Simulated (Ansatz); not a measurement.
Calculated coordination and 61Ni quadrupole coupling for SiNi₂ under strain

Cell: a structure deposited in the COD, relaxed with PBE at fixed cell and then changed (z compressed by 3 %, ions relaxed).

```
Si Ni
1.0
     4.99000    0.00000    0.00000
     0.00000    3.72000    0.00000
     0.00000    0.00000    6.84820
Si Ni
4 8
Direct
  0.28697 0.25000 0.38899
  0.21303 0.75000 0.88899
  0.78697 0.25000 0.11101
  0.71303 0.75000 0.61101
  0.96255 0.25000 0.79380
  0.53745 0.75000 0.29380
  0.46255 0.25000 0.70620
  0.03745 0.75000 0.20620
  0.32991 0.25000 0.06195
  0.17009 0.75000 0.56195
  0.82991 0.25000 0.43805
  0.67009 0.75000 0.93805
```

Atom numbers follow the list; atoms alike are taken as one site, whose name carries the number of the first.

Level of theory: DFT, PBE, plane waves and PAW, scalar-relativistic, collinear spin, 420 eV cutoff, Γ-centred 9×12×6 k-points, Fermi–Dirac smearing 0.05 eV (Ansatz 0.2.0). Start moments as typed (μB): 1.5 on each Ni, none on the rest.

Q(61Ni) = 162.0 mb.

Problem. Order the Ni environments from the weakest to the strongest quadrupole coupling.
A. Ni5: 5 Si at 2.33–2.56 Å, 8 Ni at 2.52–2.66 Å
B. Ni9: 5 Si at 2.25–2.73 Å, 8 Ni at 2.52–2.66 Å

Solution. B (3.50 MHz, η = 0.95), A (6.96 MHz, η = 0.74).

The run finds no gap above 0.1 eV (a metal, or nearly one), so the gradients can move by 10 % or more with the k-mesh. With these PAW files V_zz is typically within 2 to 3 % of all-electron values, but misses above 10 % occur on Ni. At this changed cell the PBE pressure is 9 GPa. The start moments die out, and the run ends without spin.
